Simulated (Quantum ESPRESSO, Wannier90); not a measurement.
# Tight-binding from DFT: ZnSnP2 (P-4m2)

Materials Project entry mp-1215429; symmetrised, unrelaxed at this level. Not found in the COD (Crystallography Open Database) copy used; not checked further. Level: PBEsol, spinors with spin-orbit coupling; pw.x of Quantum ESPRESSO at 68 Ry with PseudoDojo potentials, 6×6×4 k-points, Wannier90. Density: 8×8×6 mesh, Gaussian smearing 0.01 Ry.

```
begin unit_cell_cart
ang
    4.0039000000    0.0000000000    0.0000000000
    0.0000000000    4.0039000000    0.0000000000
    0.0000000000    0.0000000000    5.6231800000
end unit_cell_cart
mp_grid = 6 6 4
```

Which shells of neighbouring k-points and which b-vectors and weights does Wannier90 pick for this cell and mesh?


```
 *---------------------------------- K-MESH ----------------------------------*
 +----------------------------------------------------------------------------+
 |                    Distance to Nearest-Neighbour Shells                    |
 |                    ------------------------------------                    |
 |          Shell             Distance (Ang^-1)          Multiplicity         |
 |          -----             -----------------          ------------         |
 |             1                   0.261544                      4            |
 |             2                   0.279343                      2            |
 |             3                   0.369880                      4            |
 |             4                   0.382672                      8            |
 |             5                   0.463512                      8            |
 |             6                   0.523089                      4            |
 |             7                   0.558686                      2            |
 |             8                   0.584831                      8            |
       ... (lines left out)
 +----------------------------------------------------------------------------+
 | The b-vectors are chosen automatically                                     |
 | The following shells are used:                       1,  2                 |
 +----------------------------------------------------------------------------+
 |                        Shell   # Nearest-Neighbours                        |
 |                        -----   --------------------                        |
 |                          1               4                                 |
 |                          2               2                                 |
 +----------------------------------------------------------------------------+
 | Completeness relation is fully satisfied [Eq. (B1), PRB 56, 12847 (1997)]  |
 +----------------------------------------------------------------------------+
 |                  b_k Vectors (Ang^-1) and Weights (Ang^2)                  |
 |                  ----------------------------------------                  |
 |            No.         b_k(x)      b_k(y)      b_k(z)        w_b           |
 |            ---        --------------------------------     --------        |
 |             1         0.000000    0.261544    0.000000     7.309358        |
 |             2         0.261544    0.000000    0.000000     7.309358        |
 |             3         0.000000   -0.261544    0.000000     7.309358        |
 |             4        -0.261544    0.000000    0.000000     7.309358        |
 |             5         0.000000    0.000000    0.279343     6.407583        |
 |             6         0.000000    0.000000   -0.279343     6.407583        |
```
